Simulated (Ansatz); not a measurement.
With the program Ansatz at the PBE level (PAW), BAs in the hexagonal phase (P6_222; B on 3d, As on 3c) relaxes to a = 3.459 Å, c = 7.482 Å. Against the elements it lies at 0.42 eV/atom, with no fitted shifts.

The Kohn–Sham gap is 0.48 eV (indirect). The valence maximum lies at Γ and the conduction minimum at M (3 equivalent valleys). Gap from PBE with spin–orbit coupling: 0.47 eV (the band order may be inverted). Electrons at the band edge weigh 0.21, 0.33, 0.35 mₑ (principal values). The hole mass is 0.18, 0.45, 0.45 mₑ (principal values).

An equation-of-state fit gives a bulk modulus of 1360 kbar.

The start of the workflow was typed in or built on a structure type; neither database checked (COD, Materials Project) lists it. It is not the phase usual at ambient conditions (space group No. 216). The cell was relaxed with PBE under the symmetry of its start; whether a distortion lowers the energy is not shown. Its formation energy is positive at this level, so the cell may be metastable or incomplete. The references are the lowest solids computed at this level, not always the standard phases. Spin–orbit coupling is left out wherever it is not named.

Potentials: the earlier of the program's two PAW sets.
